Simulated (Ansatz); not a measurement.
Relaxed SiC (zinc blende):

```xyz
4
Lattice="0.0000 4.3798 4.3798 2.1899 2.1899 4.3798 2.1899 2.1899 0.0000" Properties=species:S:1:pos:R:3 pbc="T T T"
C      3.2848     7.6646     7.6646
C      3.2848     5.4747     5.4747
Si     0.0000     0.0000     0.0000
Si     2.1899     4.3798     6.5696
```

The atoms are displaced by Q × the pattern below (from a DFPT mode at X = (0.5, 0.5, 0.0), largest move 1; Q in Å), at fixed cell. (q is in reciprocal vectors of the primitive cell; the cell shown is doubled to hold the pattern.)

```csv
atom,x,y,z
C1,0.000,0.000,-1.000
C2,0.000,0.000,1.000
```

Atoms not listed stay in place.

The numbers are results of PBE (plane waves to 420 eV, PAW, scalar-relativistic; Ansatz, a first-principles code), not measurements. k mesh 13×13×13 (Γ-centred), Fermi-Dirac smearing 0.05 eV. Energies are smeared free energies. SiC was relaxed with its symmetry unable to fall. The zero of ΔE is the undisplaced structure.

The scan covers Q from -0.100 to 0.100 Å in 13 points.

Problem. Which space group does the distorted structure have?

Solution. P-4m2 (No. 115), lowered from F-43m.

Problem. Is this a single well or a double well?

Solution. A single well with its minimum at or next to zero displacement.

Problem. What is the energy change at Q = 0.100 Å?

Solution. 284.3 meV/cell.

Problem. What harmonic wavenumber does the curvature at Q = 0 give?

Solution. 804 cm⁻¹.

(For displaced atoms, the force is minus the slope of the energy, and its curvature is a force constant, which sets phonon frequencies.)
